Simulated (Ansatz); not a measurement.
LiH (rock salt), conventional cell a = 4.0071 Å, b = 4.0071 Å, c = 4.0071 Å, α = 90.00°, β = 90.00°, γ = 90.00°. The calculation uses the primitive cell of 2 atoms, to which meshes and values per cell refer.

Two coordinates are scanned: the volume, and the ratio of the stretch along z (the conventional c axis) to the stretch across it. Atoms keep their fractional coordinates.

Level of theory: PBE (plane waves to 420 eV, PAW, scalar-relativistic; Ansatz, a quantum-chemistry and plane-wave program). k mesh 14×14×14 (Γ-centred), Fermi-Dirac smearing 0.05 eV. Compression counts positive. LiH was relaxed with its symmetry unable to fall. 

Problem. Estimate the σzz − σxx (GPa) for all points of the grid V/V₀ = 0.960, 0.980, 1.000, 1.020, 1.040 by (c/a)/(c/a)₀ = 0.920, 0.960, 1.000, 1.040, 1.080.

Solution. σzz − σxx (GPa), with V/V₀ across and (c/a)/(c/a)₀ down:

```
(c/a)/(c/a)₀ \ V/V₀  0.960  0.980  1.000  1.020  1.040
-------------------  -----  -----  -----  -----  -----
0.920                 7.24   6.74   6.28   5.85   5.45
0.960                 3.42   3.18   2.96   2.76   2.56
1.000                 0.00   0.00   0.00   0.00   0.00
1.040                -3.08  -2.87  -2.66  -2.47  -2.29
1.080                -5.88  -5.46  -5.07  -4.70  -4.36
```

(Under strain, the slope of the energy per volume gives the stress and its curvature an elastic modulus.)
